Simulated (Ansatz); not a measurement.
Sn:
```cif
data_Sn16
_chemical_formula_sum 'Sn16'
_space_group_name_H-M_alt 'Ia-3'
_space_group_IT_number 206
_space_group_name_Hall '-I 2b 2c 3'
_cell_length_a 7.95148
_cell_length_b 7.95148
_cell_length_c 7.95148
_cell_angle_alpha 90.000
_cell_angle_beta 90.000
_cell_angle_gamma 90.000
loop_
_atom_site_label
_atom_site_type_symbol
_atom_site_symmetry_multiplicity
_atom_site_Wyckoff_symbol
_atom_site_fract_x
_atom_site_fract_y
_atom_site_fract_z
_atom_site_occupancy
Sn1 Sn 16 c 0.10346 0.10346 0.10346 1
```
(The calculation used a cell of 8 atoms; values per cell refer to that cell.)

Relaxed with PBEsol.

Task: Which orbitals make up the states near the Fermi level in PBEsol in the plane-wave PAW code Ansatz?

Result: Within 0.5 eV of the Fermi level: Sn 5p 76 %, Sn 5s 21 %. Projections are on Löwdin-orthogonalised atomic valence shells; empty p or d shells of many metals are not among them.

Task: Tabulate the density of states.

Result: States/eV per cell of 8 atoms, in 0.25 eV bins, energy from the Fermi level.

| E (eV) | total | Sn 5p | Sn 5s | Sn 4d |
|---|---|---|---|---|
| -7.85 | 3.51 | 0.97 | 2.52 | 0.01 |
| -7.60 | 2.73 | 0.86 | 1.86 | 0.01 |
| -7.35 | 1.49 | 0.51 | 0.96 | 0.00 |
| -7.10 | 2.33 | 0.79 | 1.52 | 0.01 |
| -6.85 | 2.69 | 0.96 | 1.72 | 0.01 |
| -6.60 | 2.77 | 1.04 | 1.71 | 0.01 |
| -6.35 | 2.84 | 1.13 | 1.69 | 0.01 |
| -6.10 | 2.60 | 1.10 | 1.49 | 0.01 |
| -5.85 | 1.34 | 0.58 | 0.75 | 0.00 |
| -5.60 | 3.23 | 1.54 | 1.66 | 0.01 |
| -5.35 | 3.22 | 1.44 | 1.76 | 0.01 |
| -5.10 | 2.32 | 0.98 | 1.32 | 0.01 |
| -4.85 | 1.59 | 0.68 | 0.91 | 0.01 |
| -4.60 | 1.49 | 0.67 | 0.81 | 0.00 |
| -4.35 | 1.15 | 0.57 | 0.57 | 0.00 |
| -4.10 | 0.93 | 0.53 | 0.40 | 0.00 |
| -3.85 | 1.14 | 0.88 | 0.25 | 0.00 |
| -3.60 | 2.90 | 2.62 | 0.26 | 0.01 |
| -3.35 | 2.93 | 2.62 | 0.29 | 0.01 |
| -3.10 | 3.75 | 3.35 | 0.37 | 0.01 |
| -2.85 | 5.60 | 5.00 | 0.56 | 0.01 |
| -2.60 | 3.76 | 3.42 | 0.31 | 0.01 |
| -2.35 | 5.54 | 4.99 | 0.51 | 0.02 |
| -2.10 | 5.14 | 4.81 | 0.28 | 0.02 |
| -1.85 | 6.53 | 6.11 | 0.37 | 0.02 |
| -1.60 | 7.93 | 7.55 | 0.31 | 0.02 |
| -1.35 | 6.83 | 6.50 | 0.26 | 0.02 |
| -1.10 | 3.50 | 3.29 | 0.17 | 0.01 |
| -0.85 | 4.25 | 4.06 | 0.14 | 0.01 |
| -0.60 | 2.96 | 2.81 | 0.12 | 0.01 |
| -0.35 | 1.50 | 1.36 | 0.12 | 0.01 |
| -0.10 | 1.29 | 1.06 | 0.21 | 0.00 |
| 0.15 | 4.02 | 3.00 | 0.92 | 0.01 |
| 0.40 | 4.50 | 3.14 | 1.23 | 0.01 |
| 0.65 | 3.67 | 2.49 | 1.04 | 0.01 |
| 0.90 | 2.01 | 1.37 | 0.57 | 0.00 |
| 1.15 | 2.87 | 2.00 | 0.73 | 0.01 |
| 1.40 | 4.65 | 3.27 | 1.10 | 0.01 |
| 1.65 | 4.15 | 2.94 | 0.93 | 0.01 |
| 1.90 | 4.98 | 3.55 | 1.07 | 0.01 |
| 2.15 | 5.51 | 3.90 | 1.15 | 0.01 |
| 2.40 | 5.21 | 3.81 | 0.91 | 0.01 |
| 2.65 | 4.89 | 3.66 | 0.71 | 0.01 |
| 2.90 | 6.55 | 5.00 | 0.72 | 0.02 |
| 3.15 | 5.81 | 4.43 | 0.57 | 0.01 |
| 3.40 | 6.69 | 5.15 | 0.55 | 0.02 |
| 3.65 | 5.97 | 4.53 | 0.52 | 0.01 |
| 3.90 | 5.33 | 4.05 | 0.41 | 0.01 |
| 4.15 | 5.55 | 4.11 | 0.50 | 0.01 |
| 4.40 | 5.28 | 3.78 | 0.39 | 0.01 |
| 4.65 | 5.42 | 3.75 | 0.32 | 0.01 |

The start of the workflow was typed in or built on a structure type; neither database checked (COD, Materials Project) lists it. It is not the phase usual at ambient conditions (space group No. 141). The cell was relaxed with PBEsol under the symmetry of its start; its stability against distortions is not shown here. The volume moved by -15 % from the start of the relaxation. Scalar-relativistic: spin–orbit coupling is off unless named, which matters more the heavier the elements.

Potentials: the earlier of the program's two PAW sets. The files were generated under PBE; for other functionals the program regenerates the frozen cores, and for LDA and PBEsol the local potential too.
